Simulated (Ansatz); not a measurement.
The relaxed structure here is a generated cell of Ni: the first start was made by a random draw of sites in a space group, and the end was not matched to a known phase here, so it may be hypothetical. Known forms of Ni include space group No. 225.

A relaxed cell of Ni (Pm-3m (No. 221)), relaxed on a k-mesh at least as fine as the one used below. The numbers are results of r2SCAN (plane waves to 500 eV, PAW, scalar-relativistic; Ansatz, an electronic-structure program), not measurements. Γ-centred k-mesh 14×7×14 on the run's cell (coarser than for final values), Fermi–Dirac smearing 0.05 eV.

```
Ni
1.0
    2.30506     0.00000     0.00000
    0.00000     4.61011     0.00000
    0.00000     0.00000     2.30506
Ni
2
Cartesian
  1.15253   1.15253   1.15253
  1.15253   3.45759   1.15253
```
Spin-polarised start, with parallel moments on Ni.

The atoms are displaced by (Å):

```csv
atom,ux,uy,uz
Ni1,0.058,-0.046,-0.009
Ni2,0.095,0.021,-0.030
```

What forces (eV/Å) and pressure result?


```csv
atom,Fx,Fy,Fz
Ni1,-0.06,0.41,0.03
Ni2,0.06,-0.41,-0.03
```

Pressure +0.6 GPa.

The undisplaced cell is probably no minimum: from this displacement the run went on to Fm-3m (No. 225), 0.79 eV/atom below it.

Spin state reached: ferromagnetic (net 0.84 μB/atom), from parallel starting moments; other spin orders were not run from this start. r2SCAN tends to overstate moments in metals.
